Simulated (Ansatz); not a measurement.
SiGe:
```yaml
crystal:
  lattice:
    - [3.91984, 0.00000, 0.00000]
    - [0.00000, 3.92570, 0.00000]
    - [0.00000, 0.00000, 5.53416]
  atoms:
    - { symbol: Si, position: [0.75000, 0.00000, 0.88023] }
    - { symbol: Si, position: [0.25000, 0.00000, 0.11977] }
    - { symbol: Ge, position: [0.25000, 0.50000, 0.36916] }
    - { symbol: Ge, position: [0.75000, 0.50000, 0.63084] }
```

Relaxed with PBEsol. DFT-PBEsol in the program Ansatz with PAW potentials gives a gap of 0.27 eV.

Question: What gap does HSE06 give on the same cell (Ansatz, PAW)?

Answer: 0.90 eV, 0.63 eV more. The hybrid was solved on a coarser mesh and at special points; its gap is the smallest among all of these.

```
k  v1 PBEsol  c1 PBEsol  v1 HSE06  c1 HSE06
-  ---------  ---------  --------  --------
Γ       0.00       0.48      0.00      1.14
X      -1.50       2.13     -1.62      2.90
Z      -1.77       0.65         ?         ?
U      -1.34       0.74     -1.45      1.47
Y      -1.21       1.80         ?         ?
S      -2.96       0.29         ?         ?
T      -1.02       0.30         ?         ?
R      -3.93       4.17     -4.25      5.01
```

Question: Top valence (v1) and lowest conduction level (c1) in eV from each method's valence maximum (which need not be a listed point): supply the withheld HSE06 values.

Answer: 
- T, v1 HSE06: -1.08
- T, c1 HSE06: 1.04
- S, v1 HSE06: -3.21
- S, c1 HSE06: 0.93
- Z, v1 HSE06: -1.88
- Z, c1 HSE06: 1.31
- Y, v1 HSE06: -1.27
- Y, c1 HSE06: 2.55

Cost on shared cores: the PBEsol run (SCF on a 7×7×5 mesh, then bands and DOS) very roughly 30 core-seconds, the HSE06 run (SCF on 5×5×4, then a few points) very roughly 2.1 core-minutes; the tasks are unlike.

Space group Pmma. The start of the workflow was typed in or built on a structure type; neither database checked (COD, Materials Project) lists it. Its standing as an ambient phase is unchecked. Symmetry was held in the PBEsol relaxation; of distortions, only those at the zone centre were tested. Spin–orbit coupling is left out wherever it is not named.

Potentials: the later of the program's two PAW sets.
